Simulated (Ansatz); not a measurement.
# How settings move the G0W0 gap of InP (F-43m)

A 2-atom cell of InP (F-43m) from a materials database, relaxed with r2SCAN; one-shot G0W0 in Ansatz without spin-orbit coupling. The values are computed, spin-unpolarised, and not measurements.

```cif
data_structure
_symmetry_space_group_name_H-M 'F-43m'
_symmetry_Int_Tables_number 216
_cell_length_a 5.9076
_cell_length_b 5.9076
_cell_length_c 5.9076
_cell_angle_alpha 90.000
_cell_angle_beta 90.000
_cell_angle_gamma 90.000
_cell_volume 206.17
loop_
_atom_site_label
_atom_site_type_symbol
_atom_site_symmetry_multiplicity
_atom_site_Wyckoff_symbol
_atom_site_fract_x
_atom_site_fract_y
_atom_site_fract_z
_atom_site_occupancy
In1 In 4 a 0.00000 0.00000 0.00000 1
P1 P 4 d 0.25000 0.25000 0.75000 1
```

Gaps are read over the mesh points alone. G0W0 here is at a finite number of bands, screening cutoff and k mesh, not at the basis limit.

| start | potentials | frequency model | mesh | empty bands | screening cutoff (eV) | Kohn-Sham gap (eV) | G0W0 gap (eV) |
| --- | --- | --- | --- | --- | --- | --- | --- |
| PBE | PAW | contour deformation | 6×6×6 | 153 | 120 | 0.58 | 1.06 |
| PBE | PAW | contour deformation | 6×6×6 | 381 | 220 | 0.58 | 1.03 |
| HSE06 | PAW | contour deformation | 6×6×6 | 381 | 220 | 1.36 | 1.49 |
| r2SCAN | PAW | contour deformation | 6×6×6 | 381 | 220 | 1.02 | 1.32 |
| PBE0 | PAW | contour deformation | 6×6×6 | 381 | 220 | 1.96 | 1.67 |
| PBE | PAW | Godby-Needs pole | 6×6×6 | 381 | 220 | 0.58 | 1.13 |
| PBE | PAW | contour deformation | 8×8×8 | 83 | 80 | 0.59 | 1.10 |
| PBE | norm-conserving | contour deformation | 6×6×6 | 381 | 220 | 0.57 | 1.06 |

Over the mesh points the PBE gap of 0.58 eV becomes a quasiparticle gap of 1.03 eV (direct at Γ), a change of +0.45 eV. Renormalisation factors Z lie between 0.71 and 0.76.

Raising bands and cutoff together moves the gap by -0.03 eV (120 to 220 eV); the last step is small, which bounds nothing strictly. Starting from HSE06 (1.36 eV against PBE's 0.58 eV) gives 1.49 eV, +0.46 eV from G0W0@PBE at the same screening cutoff. Starting from r2SCAN (1.02 eV against PBE's 0.58 eV) gives 1.32 eV, +0.29 eV from G0W0@PBE at the same screening cutoff. Starting from PBE0 (1.96 eV against PBE's 0.58 eV) gives 1.67 eV, +0.64 eV from G0W0@PBE at the same screening cutoff. The Godby-Needs plasmon pole differs from contour deformation by +0.10 eV. Norm-conserving potentials (wave cutoff 952 eV against 420 eV) shift the quasiparticle gap by +0.03 eV and the PBE gap by -0.01 eV. On these meshes the dielectric constant comes out too large, which adds an error that these runs don't bound. r2SCAN runs take a wave cutoff of 500 eV.

The program warns that the k mesh is coarse for exact exchange in some of these runs, so their gaps aren't converged.

With a shallow d shell on the cation, G0W0 converges slowly in bands and cutoff, so these values are in doubt.
